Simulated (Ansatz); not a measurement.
Consider the following.

TiO₂ (rutile)

```cif
data_O4Ti2
_chemical_formula_sum 'Ti2 O4'
_space_group_name_H-M_alt 'P 1'
_space_group_IT_number 1
_cell_length_a 4.64353
_cell_length_b 4.64353
_cell_length_c 2.96370
_cell_angle_alpha 90.000
_cell_angle_beta 90.000
_cell_angle_gamma 90.000
loop_
_space_group_symop_operation_xyz
  'x, y, z'
loop_
_atom_site_label
_atom_site_type_symbol
_atom_site_fract_x
_atom_site_fract_y
_atom_site_fract_z
_atom_site_occupancy
Ti1 Ti 0.00000 0.00000 0.00000 1
Ti2 Ti 0.50000 0.50000 0.50000 1
O1 O 0.30512 0.30512 0.00000 1
O2 O 0.80512 0.19488 0.50000 1
O3 O 0.19488 0.80512 0.50000 1
O4 O 0.69488 0.69488 0.00000 1
```

E(V) scan at fixed shape, V₀ the volume above. The atoms relax within the cell's symmetry.

Calculation: PBE (plane waves to 420 eV, PAW, scalar-relativistic; Ansatz, a first-principles code). k mesh 7×7×11 (Γ-centred), Fermi-Dirac smearing 0.05 eV. E stands for the smeared free energy. Compression counts positive. With the shape held, the modulus is that of even scaling; a crystal free to change shape is softer. The PAW data are Ansatz's earlier set. TiO2 is run without spin polarisation. TiO2 was relaxed with its symmetry unable to fall. ΔE is measured from the relaxed starting cell.

The scan covers V/V₀ from 0.840 to 1.160 in 13 points.

What is the fitted pressure derivative B₀′?

4.7.

What bulk modulus at fixed cell shape B₀ follows from a third-order Birch-Murnaghan fit?

212 GPa.

(A scan under strain: stresses follow from slopes of the energy per volume, elastic moduli from its curvatures.)
